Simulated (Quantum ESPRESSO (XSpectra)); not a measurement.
Quantum ESPRESSO (XSpectra) run for X-ray absorption at the Al K edge of AlN (P6₃mc). Geometry: Materials Project entry mp-661 (a computed structure). The cell is the entry's, not relaxed again. The ground-state test found a gap, so occupations are fixed and the excited electron is left out (charged cell on a uniform background); energies count from the highest occupied level. pw.x input:

```
&CONTROL
  calculation = 'scf'
  prefix = 'x'
  pseudo_dir = './pseudo'
  outdir = './out'
/
&SYSTEM
  ibrav = 0
  nat = 32
  ntyp = 3
  ecutwfc = 65
  tot_charge = 1
  occupations = 'fixed'
/
&ELECTRONS
  conv_thr = 3.2e-07
  mixing_beta = 0.4
/
ATOMIC_SPECIES
Alh 26.982 Al.lda-tm-gipaw-star1s.UPF
Al 26.982 Al.lda-tm-gipaw.UPF
N 14.007 N.lda-tm-gipaw.UPF
CELL_PARAMETERS angstrom
   4.692884728    2.709438261    5.016960000
   4.692884728    2.709438261   -5.016960000
  -3.128589819    5.418876523    5.016960000
ATOMIC_POSITIONS crystal
Alh    0.416311669    0.917021666    0.999999997
Al     0.541311669    0.292021666    0.249999997
Al     0.791311669    0.042021666    0.749999997
Al     0.916311669    0.417021666    0.999999998
Al     0.666311669    0.667021666    0.499999997
Al     0.166311669    0.167021666    0.499999997
Al     0.041311669    0.792021666    0.249999998
Al     0.291311669    0.542021666    0.749999997
Al     0.457978331    0.708688334    0.250000002
Al     0.582978331    0.083688334    0.500000002
Al     0.832978331    0.833688334    0.000000003
Al     0.957978331    0.208688334    0.250000002
Al     0.707978331    0.458688334    0.750000002
Al     0.207978331    0.958688334    0.750000002
Al     0.082978331    0.583688334    0.500000002
Al     0.332978331    0.333688334    0.000000003
N      0.607021669    0.726311666    0.999999998
N      0.732021669    0.101311666    0.249999997
N      0.982021669    0.851311666    0.749999998
N      0.107021669    0.226311666    0.999999998
N      0.857021669    0.476311666    0.499999997
N      0.357021669    0.976311666    0.499999997
N      0.232021669    0.601311666    0.249999998
N      0.482021669    0.351311666    0.749999997
N      0.148688331    0.017978334    0.250000002
N      0.273688331    0.392978334    0.500000002
N      0.523688331    0.142978334    0.000000003
N      0.648688331    0.517978334    0.250000002
N      0.398688331    0.767978334    0.750000002
N      0.898688331    0.267978334    0.750000002
N      0.773688331    0.892978334    0.500000002
N      0.023688331    0.642978334    0.000000003
K_POINTS automatic
2 2 2 0 0 0
```

xspectra.x input:

```
&input_xspectra
  calculation = 'xanes_dipole'
  edge = 'K'
  prefix = 'x'
  outdir = './out'
  xonly_plot = .false.
  xiabs = 1
  xcoordcrys = .false.
  xepsilon(1) = 1.0
  xepsilon(2) = 0.0
  xepsilon(3) = 0.0
  xniter = 1500
  xcheck_conv = 50
  xerror = 0.002
  x_save_file = 'x0.sav'
/
&plot
  xnepoint = 451
  xemin = -5.0
  xemax = 40.0
  xgamma = 0.7
  terminator = .true.
  cut_occ_states = .true.
/
&pseudos
  filecore = 'core.wfc'
/
&cut_occ
  cut_desmooth = 0.1
  cut_stepl = 0.01
  cut_ierror = 1e-6
/
4 4 4 1 1 1
```

End of the pw.x output:

```
     4.4734   4.5272   4.5661   4.7232   5.0176   5.0979   5.1542   5.3144
     5.4589   5.5551   5.5789   5.6213   5.7355   5.7931   5.8444   5.8534
     5.9090   5.9680   5.9756   6.0674   6.1065   6.1208   6.2993   6.3022

          k =-0.4426 0.0852-0.3680 ( 20336 PWs)   bands (ev):

    -8.1712  -7.6210  -7.0513  -6.8916  -6.7145  -6.4649  -6.2566  -6.2296
    -6.0702  -5.8568  -5.7127  -5.6621  -5.5471  -5.4498  -5.4264  -5.3679
     0.2248   1.2164   1.4183   1.4676   1.5310   1.6828   1.7453   1.8611
     2.0249   2.1401   2.2564   2.2674   2.4628   2.6075   3.1179   3.3221
     3.3977   3.5792   3.7986   3.8360   4.0115   4.2207   4.3605   4.4465
     4.4895   4.5619   4.6058   4.7012   4.7800   4.8483   4.9155   4.9980
     5.1948   5.2841   5.3965   5.4253   5.5365   5.5774   5.6665   5.7905
     5.8457   5.8873   6.0359   6.0815   6.1314   6.2582   6.2812   6.3069

     highest occupied level (ev):     6.7080

!    total energy              =    -473.54870043 Ry
     estimated scf accuracy    <       0.00000015 Ry

     The total energy is the sum of the following terms:
     one-electron contribution =     -23.08889519 Ry
     hartree contribution      =      90.91443911 Ry
     xc contribution           =    -190.97865219 Ry
     ewald contribution        =    -350.39559217 Ry

     convergence has been achieved in  10 iterations

     XML data file, charge density, pseudopotentials, collected wavefunctions
```

xspectra.x output, shortened:

```
... Begin STEP 1 ...

        Radial transition matrix element(s) used in the calculation of the
        initial vector of the Lanczos basis (|tilde{phi}_abs> normalized)
        | For PAW proj. (l=1) #1: radial matrix element =   0.026495834
        | For PAW proj. (l=1) #2: radial matrix element =   0.031773976

NB: the    16 k-point are not all listed below because npool=  4
        |-------------------------------------------------------------
        ! k-point #     1:  ( 0.0738,  0.2129,  0.0000),  0.0312,   1
        |-------------------------------------------------------------
 okvan= F
        |   Norm of the initial Lanczos vector: 0.20725159E-01
        !   => CONVERGED at iter    500 with error=  0.00192985
        |-------------------------------------------------------------
        ! k-point #     2:  (-0.0738,  0.4685,  0.0000),  0.0312,   1
        |-------------------------------------------------------------
 okvan= F
        |   Norm of the initial Lanczos vector: 0.20725163E-01
        !   => CONVERGED at iter    500 with error=  0.00195797
        |-------------------------------------------------------------
        ! k-point #     3:  (-0.2213,  0.7240,  0.0000),  0.0312,   1
        |-------------------------------------------------------------
 okvan= F
        |   Norm of the initial Lanczos vector: 0.20725159E-01
        !   => CONVERGED at iter    500 with error=  0.00134610
        |-------------------------------------------------------------

        ...
... Begin STEP 2 ...

     The spectrum is calculated using the following parameters:
        energy-zero of the spectrum [eV]:    6.7080
        the occupied states are elimintate from the spectrum
        xemin [eV]:  -5.00
        xemax [eV]:  40.00
        xnepoint:  451
        constant broadening parameter [eV]:    0.700
        Core level energy [eV]:  -1559.
         (from electron binding energy of neutral atoms in X-ray data booklet)

     Cross-section successfully written in xanes.dat

     ... End STEP 2 ...

     xanes        :    176.40s CPU    177.29s WALL (       1 calls)

     -------------------------------------------------------------------------
                                END JOB XSpectra
     -------------------------------------------------------------------------
```

xanes.dat for the field along x, every fifth line (energy in eV, cross section):

```
   -5.000   1.8110e-04
   -4.500   1.9440e-04
   -4.000   2.0940e-04
   -3.500   2.2660e-04
   -3.000   2.4620e-04
   -2.500   2.6880e-04
   -2.000   2.9530e-04
   -1.500   3.2640e-04
   -1.000   3.6370e-04
   -0.500   4.0900e-04
    0.000   4.6470e-04
    0.500   5.3550e-04
    1.000   6.2720e-04
    1.500   7.5030e-04
    2.000   9.2290e-04
    2.500   1.1790e-03
    3.000   1.5890e-03
    3.500   2.3170e-03
    4.000   3.7680e-03
    4.500   6.7110e-03
    5.000   1.0320e-02
    5.500   1.0550e-02
    6.000   8.4640e-03
    6.500   7.0610e-03
    7.000   6.5950e-03
    7.500   6.9260e-03
    8.000   8.2940e-03
    8.500   1.0610e-02
    9.000   1.3240e-02
    9.500   1.6150e-02
   10.000   1.8590e-02
   10.500   1.7520e-02
   11.000   1.3830e-02
   11.500   1.0820e-02
   12.000   8.6790e-03
   12.500   7.4830e-03
   13.000   7.2230e-03
   13.500   7.3290e-03
   14.000   7.1240e-03
   14.500   6.5840e-03
   15.000   5.9710e-03
   15.500   5.3310e-03
   16.000   4.6960e-03
   16.500   4.4540e-03
   17.000   4.8190e-03
   17.500   5.2660e-03
   18.000   5.6510e-03
   18.500   5.7370e-03
   19.000   5.9790e-03
   19.500   6.4660e-03
   20.000   7.3780e-03
   20.500   8.8900e-03
   21.000   9.9270e-03
   21.500   9.6300e-03
   22.000   8.4260e-03
   22.500   7.1410e-03
   23.000   6.5770e-03
   23.500   6.0070e-03
   24.000   5.2380e-03
   24.500   4.6070e-03
   25.000   4.1330e-03
   25.500   3.7690e-03
   26.000   3.4810e-03
   26.500   3.3450e-03
   27.000   3.3470e-03
   27.500   3.5660e-03
   28.000   3.9860e-03
   28.500   4.4030e-03
   29.000   4.7140e-03
   29.500   4.8360e-03
   30.000   4.9550e-03
   30.500   5.1770e-03
   31.000   5.1260e-03
   31.500   5.0260e-03
   32.000   5.1800e-03
   32.500   5.1800e-03
   33.000   5.0050e-03
   33.500   4.8650e-03
   34.000   4.7390e-03
   34.500   4.5820e-03
   35.000   4.3290e-03
   35.500   4.0710e-03
   36.000   3.8610e-03
   36.500   3.6300e-03
   37.000   3.4920e-03
   37.500   3.4360e-03
   38.000   3.4550e-03
   38.500   3.5720e-03
   39.000   3.6620e-03
   39.500   3.5760e-03
   40.000   3.3980e-03
```
